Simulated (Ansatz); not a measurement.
# FeSe2: input and output of an SCF run

We look at FeSe2: the coordinates of a database entry, unrelaxed (space group Pnnm), with 6 atoms per cell. Forces or pressure are large there, so the entry is far from the computed equilibrium and may be faulty or of a sample under other conditions, or the chosen U doesn't suit it. Source: COD entry 9017437; the sample's temperature and pressure aren't taken into account, and it need not be the stable phase.

These are results of DFT, r2SCAN+U, PAW, plane waves, scalar-relativistic in Ansatz, not measurements.

Input:

```yaml
crystal:
  lattice:
    - [4.7893, 0.0, 0.0]
    - [0.0, 5.7775, 0.0]
    - [0.0, 0.0, 3.5795]
  atoms:
    - { symbol: Fe, position: [0.0, 0.0, 0.0], spin: 4.0 }
    - { symbol: Fe, position: [0.5, 0.5, 0.5], spin: -4.0 }
    - { symbol: Se, position: [0.2135, 0.3691, 0.0] }
    - { symbol: Se, position: [0.7865, 0.6309, 0.0] }
    - { symbol: Se, position: [0.7135, 0.1309, 0.5] }
    - { symbol: Se, position: [0.2865, 0.8691, 0.5] }
magnetization:
  spin_polarized: true
hamiltonian:
  xc: r2scan
  pseudopotentials: { kind: paw }
  hubbard: { sites: [{ species: Fe, l: d, u_eff: 5.3 }] }
basis:
  ecutwfc: 500
kpoints:
  mp_grid: { grid: [4, 4, 5] }
scf:
  occupations: { method: fermi_dirac, width: 0.02 }
  lower_state_search: "off"
  algorithm: density_mixing
  max_iter: 100
  mixing: { algorithm: anderson, ndim: 1, beta: 0.05, preconditioner: none }
output:
  forces: true
  stress: true
```

Launched as:
```sh
ansatz run input.yaml --threads 2 --pin off --max-ram 5120MiB --backend cpu --events-out ev --progress --plain --runs-dir out
```

What the program printed (shortened):

```
Fe: projections on atomic orbitals take those of the free atom [Ne] 3s2 3p6 3d6 4s2, of charge +0.00 (hamiltonian.pseudopotentials.projection_atoms); the dataset's partial waves leave at most 1.1e-6 of an orbital's norm unspanned inside its sphere
Se: projections on atomic orbitals take those of the free atom [Ar] 3d10 4s2 4p4, of charge +0.00 (hamiltonian.pseudopotentials.projection_atoms); the dataset's partial waves leave at most 2.3e-6 of an orbital's norm unspanned inside its sphere
Pseudopotentials: kind: paw
Pseudopotential: Fe, paw, valence charge 16, recommended cutoff 500 eV (meta_gga), Fe.paw.azcp
Pseudopotential: Se, paw, valence charge 16, recommended cutoff 500 eV (meta_gga), Se.paw.azcp
Functional definition: r2SCAN
Crystal: 6 atoms, lattice volume = 99.045 Å³
Basis set: ecut = 500 eV, 2533 PW (Γ), exchange–correlation on 144×180×108 points (64 copies of the dense FFT grid, shifted against one another)
Bands: 63, of which v1, the nominal top of the filled ones, is band 48 counted from 1 (47 counted from 0)
Symmetry: 4 space group operations
Space group: P2/m (ITA 10), of the structure as read, at distance tolerance 4.6e-5 Å
Magnetic group: BNS 58.397 (UNI 495), of the structure as read, at distance tolerance 4.6e-5 Å
k-points: 30 of 80
Non-local potential: Fe, projectors of the file, l = 0: 3, l = 1: 2, l = 2: 3, l = 3: 1
Non-local potential: Se, projectors of the file, l = 0: 2, l = 1: 2, l = 2: 3, l = 3: 1
PAW frozen core: Fe, regenerated for the run's functional (the file was generated under x = pbe(κ = 0.804, μ = 0.2195149727645171), c = pbe(β = 0.06672455060314922))
PAW frozen core: Se, regenerated for the run's functional (the file was generated under x = pbe(κ = 0.804, μ = 0.2195149727645171), c = pbe(β = 0.06672455060314922))
Initial density: superposition of atomic densities (chi_scale 0.1, normalization cell, long waves kept (reshape's long-wave potential 0.00 eV rms))
Starting moments: Σ|m| = 8 μB on 2 of 6 sites
Starting magnetic order: altermagnet, d-wave, planar spin-momentum locking; spin-degenerate planes through Γ normal to [0 1 0], [1 0 0] of the run's lattice
Initial wavefunctions: pseudopotential atomic-orbital guess
Functional: x = r2scan, c = r2scan; τ floored in thin density (d = 2e-4 eV/Å³)
SCF iter   1: F=-30867.677899 eV  HF=-30879.254033 eV  |F-HF|=1.16e1  |Δ(HF+E_count)|=         —  Δρ=6.29e-2 (↑6.29e-2 ↓6.29e-2)  dr2=1.51e1  dr2_τ=8.58e-2  dr2_m=9.63e-1  M=0.000 μB ∫|m|=6.329 μB  β_m=0.05  ethr=3.10e-3  ⟨swp⟩=5.7  Hψ=13466  notcnv=0  defer=18
SCF iter   2: F=-30875.057001 eV  HF=-30878.268022 eV  |F-HF|=3.21e0  |Δ(HF+E_count)|=   9.86e-1  Δρ=3.73e-2 (↑3.73e-2 ↓3.73e-2)  dr2=5.43e0  dr2_τ=2.36e-2  dr2_m=3.07e-1  M=0.000 μB ∫|m|=6.938 μB  β_m=0.05  ethr=3.10e-3  ⟨swp⟩=2.0  Hψ=4966  notcnv=0  defer=516
SCF iter   3: F=-30877.205670 eV  HF=-30878.105324 eV  |F-HF|=9.00e-1  |Δ(HF+E_count)|=   1.63e-1  Δρ=2.72e-2 (↑2.72e-2 ↓2.72e-2)  dr2=2.58e0  dr2_τ=1.13e-2  dr2_m=1.63e-1  M=-0.000 μB ∫|m|=7.228 μB  β_m=0.05  ethr=3.10e-3  ⟨swp⟩=2.0  Hψ=3870  notcnv=0  defer=516
SCF iter   4: F=-30878.029739 eV  HF=-30878.085098 eV  |F-HF|=5.54e-2  |Δ(HF+E_count)|=   2.02e-2  Δρ=2.28e-2 (↑2.28e-2 ↓2.28e-2)  dr2=1.47e0  dr2_τ=6.39e-3  dr2_m=1.19e-1  M=0.000 μB ∫|m|=7.410 μB  β_m=0.05  ethr=2.68e-3  ⟨swp⟩=2.0  Hψ=4344  notcnv=0  defer=508
Mixer restart at iter 4: flushing history
spin-set hold released at iteration 4 (the charge has settled, or the pull on large starting moments outlasts its swing): the magnetisation degrees of freedom join the quasi-Newton model from the next iteration; the mixer history was flushed
SCF iter   5: F=-30878.293923 eV  HF=-30878.118045 eV  |F-HF|=1.76e-1  |Δ(HF+E_count)|=   3.29e-2  Δρ=2.09e-2 (↑2.09e-2 ↓2.09e-2)  dr2=1.05e0  dr2_τ=5.23e-3  dr2_m=1.02e-1  M=0.000 μB ∫|m|=7.491 μB  β_m=0.05  ethr=1.53e-3  ⟨swp⟩=2.0  Hψ=4137  notcnv=0  defer=508
SCF iter   6: F=-30878.418917 eV  HF=-30878.154800 eV  |F-HF|=2.64e-1  |Δ(HF+E_count)|=   3.68e-2  Δρ=1.98e-2 (↑1.98e-2 ↓1.98e-2)  dr2=8.23e-1  dr2_τ=4.80e-3  dr2_m=9.33e-2  M=0.000 μB ∫|m|=7.540 μB  β_m=0.05  ethr=1.09e-3  ⟨swp⟩=2.0  Hψ=4065  notcnv=0  defer=508
SCF iter   7: F=-30878.491421 eV  HF=-30878.192317 eV  |F-HF|=2.99e-1  |Δ(HF+E_count)|=   3.75e-2  Δρ=1.89e-2 (↑1.89e-2 ↓1.89e-2)  dr2=6.84e-1  dr2_τ=4.57e-3  dr2_m=8.75e-2  M=0.000 μB ∫|m|=7.569 μB  β_m=0.05  ethr=8.57e-4  ⟨swp⟩=1.6  Hψ=3920  notcnv=0  defer=504
SCF iter   8: F=-30878.541650 eV  HF=-30878.228923 eV  |F-HF|=3.13e-1  |Δ(HF+E_count)|=   3.66e-2  Δρ=1.81e-2 (↑1.81e-2 ↓1.81e-2)  dr2=5.89e-1  dr2_τ=4.38e-3  dr2_m=8.28e-2  M=0.000 μB ∫|m|=7.585 μB  β_m=0.05  ethr=7.13e-4  ⟨swp⟩=1.1  Hψ=3678  notcnv=0  defer=500
[... 82 iterations left out ...]
SCF iter  91: F=-30879.961774 eV  HF=-30879.951956 eV  |F-HF|=9.82e-3  |Δ(HF+E_count)|=   1.03e-3  Δρ=2.20e-3 (↑2.20e-3 ↓2.20e-3)  dr2=1.06e-3  dr2_τ=1.76e-4  dr2_m=3.27e-3  M=0.000 μB ∫|m|=7.236 μB  β_m=0.05  ethr=1.19e-6  ⟨swp⟩=1.0  Hψ=3514  notcnv=0  defer=506
SCF iter  92: F=-30879.962042 eV  HF=-30879.952915 eV  |F-HF|=9.13e-3  |Δ(HF+E_count)|=   9.59e-4  Δρ=2.13e-3 (↑2.13e-3 ↓2.13e-3)  dr2=9.77e-4  dr2_τ=1.64e-4  dr2_m=3.05e-3  M=0.000 μB ∫|m|=7.236 μB  β_m=0.05  ethr=1.10e-6  ⟨swp⟩=1.1  Hψ=3668  notcnv=0  defer=502
SCF iter  93: F=-30879.962296 eV  HF=-30879.953812 eV  |F-HF|=8.48e-3  |Δ(HF+E_count)|=   8.97e-4  Δρ=2.05e-3 (↑2.05e-3 ↓2.05e-3)  dr2=9.02e-4  dr2_τ=1.53e-4  dr2_m=2.84e-3  M=0.000 μB ∫|m|=7.235 μB  β_m=0.05  ethr=1.02e-6  ⟨swp⟩=1.0  Hψ=3571  notcnv=0  defer=502
SCF iter  94: F=-30879.962531 eV  HF=-30879.954645 eV  |F-HF|=7.89e-3  |Δ(HF+E_count)|=   8.33e-4  Δρ=1.98e-3 (↑1.98e-3 ↓1.98e-3)  dr2=8.33e-4  dr2_τ=1.43e-4  dr2_m=2.65e-3  M=0.000 μB ∫|m|=7.235 μB  β_m=0.05  ethr=9.39e-7  ⟨swp⟩=1.0  Hψ=3516  notcnv=0  defer=502
SCF iter  95: F=-30879.962744 eV  HF=-30879.955414 eV  |F-HF|=7.33e-3  |Δ(HF+E_count)|=   7.69e-4  Δρ=1.91e-3 (↑1.91e-3 ↓1.91e-3)  dr2=7.69e-4  dr2_τ=1.33e-4  dr2_m=2.47e-3  M=0.000 μB ∫|m|=7.235 μB  β_m=0.05  ethr=8.67e-7  ⟨swp⟩=1.0  Hψ=3516  notcnv=0  defer=502
SCF iter  96: F=-30879.962942 eV  HF=-30879.956129 eV  |F-HF|=6.81e-3  |Δ(HF+E_count)|=   7.15e-4  Δρ=1.84e-3 (↑1.84e-3 ↓1.84e-3)  dr2=7.10e-4  dr2_τ=1.24e-4  dr2_m=2.31e-3  M=0.000 μB ∫|m|=7.234 μB  β_m=0.05  ethr=8.01e-7  ⟨swp⟩=1.0  Hψ=3598  notcnv=0  defer=502
SCF iter  97: F=-30879.963130 eV  HF=-30879.956797 eV  |F-HF|=6.33e-3  |Δ(HF+E_count)|=   6.67e-4  Δρ=1.78e-3 (↑1.78e-3 ↓1.78e-3)  dr2=6.56e-4  dr2_τ=1.16e-4  dr2_m=2.15e-3  M=0.000 μB ∫|m|=7.234 μB  β_m=0.05  ethr=7.40e-7  ⟨swp⟩=1.0  Hψ=3583  notcnv=0  defer=502
SCF iter  98: F=-30879.963309 eV  HF=-30879.957424 eV  |F-HF|=5.88e-3  |Δ(HF+E_count)|=   6.28e-4  Δρ=1.71e-3 (↑1.71e-3 ↓1.71e-3)  dr2=6.06e-4  dr2_τ=1.08e-4  dr2_m=2.00e-3  M=0.000 μB ∫|m|=7.234 μB  β_m=0.05  ethr=6.83e-7  ⟨swp⟩=1.0  Hψ=7336  notcnv=0
SCF iter  99: F=-30879.963470 eV  HF=-30879.958001 eV  |F-HF|=5.47e-3  |Δ(HF+E_count)|=   5.76e-4  Δρ=1.65e-3 (↑1.65e-3 ↓1.65e-3)  dr2=5.59e-4  dr2_τ=1.01e-4  dr2_m=1.87e-3  M=0.000 μB ∫|m|=7.233 μB  β_m=0.05  ethr=6.31e-7  ⟨swp⟩=1.0  Hψ=7313  notcnv=0
SCF iter 100: F=-30879.963619 eV  HF=-30879.958536 eV  |F-HF|=5.08e-3  |Δ(HF+E_count)|=   5.36e-4  Δρ=1.60e-3 (↑1.60e-3 ↓1.59e-3)  dr2=5.17e-4  dr2_τ=9.42e-5  dr2_m=1.74e-3  M=0.000 μB ∫|m|=7.233 μB  β_m=0.05  ethr=5.83e-7  ⟨swp⟩=1.0  Hψ=7296  notcnv=0
Error: did not converge after 100 iterations: onsite_residual = 5.06e-3 (threshold 1.00e-7), under the density mixer `anderson` [...]
```

The log names the space group P2/m, not the crystal's Pnnm, as the starting moments make like atoms unequal.

A static U favours moments and orbital order; the result depends on U and need not be the measured state. Only one magnetic start was run, with no search, so the state need not be the lowest.

The run took 2.1 min on 2 threads of Intel(R) Xeon(R) Platinum 8375C CPU @ 2.90GHz (Ice Lake), on a shared host, peak memory 0.85 GiB.
